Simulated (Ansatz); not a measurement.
TiO2 (rutile), relaxed with HSE06 (Ansatz, a quantum-chemistry and plane-wave program, plane waves, PAW): a = 4.5806 Å, b = 4.5806 Å, c = 2.9443 Å, α = 90.00°, β = 90.00°, γ = 90.00°.

* **gap (eV)**: 3.44
* **B₀ by P(V) fit (GPa)**: 231

Q: The same phase is relaxed and computed with LDA in the same code. What are the cell and these values now?

A: a = b = 4.5481 Å, c = 2.9172 Å, α = β = γ = 90.00°.

- gap (eV) = 1.86
- B₀ by P(V) fit (GPa) = 239

All cells were relaxed under the symmetry of their starts (and spin orders); stability against distortions was not tested throughout. Rows with no word on spin ran without spin polarisation.

Potentials: the later of the program's two PAW sets.

Ansatz is a plane-wave DFT program.
